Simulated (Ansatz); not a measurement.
TiGe:
```yaml
crystal:
  lattice:
    - [2.97248, 0.00000, 0.00000]
    - [-1.48624, 2.57424, 0.00000]
    - [0.00000, 0.00000, 4.27302]
  atoms:
    - { symbol: Ti, position: [0.00000, 0.00000, 0.00000] }
    - { symbol: Ge, position: [0.66667, 0.33333, 0.50000] }
```

Relaxed with PBE. Special points in fractions of this cell's reciprocal vectors: Γ (0.000, 0.000, 0.000); M (0.500, 0.000, 0.000); K (0.333, 0.333, 0.000); A (0.000, 0.000, 0.500); L (0.500, 0.000, 0.500); H (0.333, 0.333, 0.500).

List the band energies nearest the Fermi level at these points for PBE (plane waves, PAW; program Ansatz).

In eV from the Fermi level; about four levels below and three above (degenerate sets whole), none deeper than 8.9 eV; points with the same levels are listed once.

```tsv
k	below	above
Γ	-2.45 -2.22	0.87 0.87 2.23 2.23
M	-7.28 -5.20 -2.32 -1.08	1.67 3.37 3.59
K	-3.68 -3.12 -1.69 -0.01	1.42 1.60 3.58
A	-6.04 -0.26	1.02 1.02 1.97 1.97
L	-7.31 -4.46 -2.58 -0.33	0.65 1.10 2.54
H	-3.53 -2.37 -1.98 -0.12	1.28 2.84 3.32
```

Space group P-6m2. The cell is a constructed one: a structure type filled with these elements; neither database checked (COD, Materials Project) lists it. Whether it is the stable phase at ambient conditions was not checked. The PBE relaxation kept the symmetry of its start; its stability against distortions is not shown here. The run is not spin-polarised. Spin–orbit coupling is left out wherever it is not named.

Potentials: the later of the program's two PAW sets.
